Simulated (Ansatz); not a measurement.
Te:
```
Te
1.0
    0.00000     3.59146     3.59146
    3.59146     0.00000     3.59146
    3.59146     3.59146     0.00000
Te
2
Direct
  0.00000   0.00000   0.00000
  0.25000   0.25000   0.25000
```

Relaxed with PBE. Special points in fractions of this cell's reciprocal vectors: Γ (0.000, 0.000, 0.000); X (0.500, 0.000, 0.500); U (0.625, 0.250, 0.625); K (0.375, 0.375, 0.750); L (0.500, 0.500, 0.500); W (0.500, 0.250, 0.750).

Question: List the band energies nearest the Fermi level at these points for PBE with spin–orbit coupling in the plane-wave PAW code Ansatz.

Answer: In eV from the Fermi level; about four levels below and three above (degenerate sets whole), none deeper than 8.9 eV; points with the same levels are listed once.

```json
[
 {"k": "Γ", "below": "-0.38 -0.38 -0.38 -0.38", "above": "3.74 3.74 6.07 6.07 6.07 6.07"},
 {"k": "X", "below": "-1.56 -1.56 -1.56 -1.56", "above": "1.93 1.93 1.93 1.93"},
 {"k": "U", "below": "-1.79 -1.79 -0.52 -0.52", "above": "1.37 1.37 1.55 1.55"},
 {"k": "L", "below": "-3.42 -3.42 -3.26 -3.26", "above": "0.02 0.02 0.55 0.55"},
 {"k": "W", "below": "-1.25 -1.25 -0.69 -0.69", "above": "1.20 1.20 1.44 1.44"}
]
```

Space group Fd-3m (diamond). The start of the workflow was typed in or built on a structure type; neither database checked (COD, Materials Project) lists it. It is not the phase usual at ambient conditions (space group No. 152). The cell was relaxed with PBE under the symmetry of its start; whether a distortion lowers the energy is not shown. The volume moved by 16 % from the start of the relaxation.

Potentials: the earlier of the program's two PAW sets.
